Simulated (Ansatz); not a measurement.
GaSb:
```yaml
crystal:
  lattice:
    - [0.00000, 3.06572, 3.06572]
    - [3.06572, 0.00000, 3.06572]
    - [3.06572, 3.06572, 0.00000]
  atoms:
    - { symbol: Sb, position: [0.75000, 0.75000, 0.75000] }
    - { symbol: Ga, position: [0.00000, 0.00000, 0.00000] }
```

This is the r²SCAN-relaxed structure.

### Question
All from r²SCAN (plane waves, PAW; program Ansatz), unless another level is named. Estimate the electron effective mass with spin–orbit coupling.

### Answer
0.014 mₑ (isotropic).

### Question
What about the electron effective mass?

### Answer
0.023 mₑ (isotropic).

### Question
Next, the hole effective mass with spin–orbit coupling, band 2 of 2 at the edge?

### Answer
0.015 along [100], 0.015 along [110], 0.015 along [111] (mₑ).

### Question
And the weight of the valence-edge state by species (Voronoi cells)?

### Answer
Sb 68 %, Ga 32 %.

### Question
Next, the weight of the conduction-edge state by species (Voronoi cells)?

### Answer
Ga 60 %, Sb 40 %.

Space group F-43m (zinc blende). Symmetry was held in the r²SCAN relaxation. Spin–orbit coupling is left out wherever it is not named.

Potentials: the later of the program's two PAW sets.

Edges and masses are those of Kohn–Sham bands, whose gap is no quasiparticle gap.
